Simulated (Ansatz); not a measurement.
Level: HSE06, no spin polarisation; 420 eV; 2×2×2 Γ-centred mesh; gaussian occupations (width 0.0314 eV); Ansatz 0.2.0, fixed geometry.

Computed maps in the lattice plane spanned by a (left to right, 7.81 Å, 24 points from zero) and b (bottom to top, 7.81 Å, 24 points from zero), 60° apart, at height 0.500 along c. The fields are smooth PAW ones with compensation charges, not the true ones near nuclei.

Valence density. Digits on a logarithmic scale: 0 up to 0.03 e/Å³, each further digit a factor of 1.6, 9 from 1.3 e/Å³ up:
```
334444321101123579999754
344555432211223457999754
445677654322344445677654
345799975433456555555544
345799997544579976444433
234699999654699999643322
123579999755699999953221
112457999754579999974211
012345677654459999995311
001234555543346999996421
111234454433224579975421
112345665432112345665432
322457997542111123445443
433469999964210112345555
654459999995311012345677
975457999997421111245799
997556999999532211235799
999654699999643322234699
999754457997644443334579
999754334565555555443457
677654322344445677654445
455543221122345799975434
344443211111235799997543
333433211001134699999643
```

Problem. The cell is RbAgGe. Which atoms lie within 0.2 Å of this plane, and where (fractions of a and b)?

Solution. Ag at (0.33, 0.33), Ag at (0.67, 0.67), Ge at (0.25, 0.75), Ge at (0.75, 0.00), Ge at (0.00, 0.25). The whole cell:
```
CELL_PARAMETERS angstrom
3.90487 6.76343 0.00000
-3.90487 6.76344 0.00000
0.00000 0.00000 4.61712
ATOMIC_POSITIONS crystal
Ag 0.33330 0.33340 0.50000
Ag 0.66670 0.66660 0.50000
Ag 0.00000 0.00000 0.00000
Rb 0.58450 0.41550 0.00000
Rb 0.41550 0.00000 0.00000
Rb 0.00000 0.58450 0.00000
Ge 0.24710 0.75290 0.50000
Ge 0.75290 0.00000 0.50000
Ge 0.00000 0.24710 0.50000
```

Origin: a known structure type with other elements, at an estimated volume, so it need not be a known compound. Caveats: hybrid functional on a coarse k mesh; atoms or cell far from equilibrium.
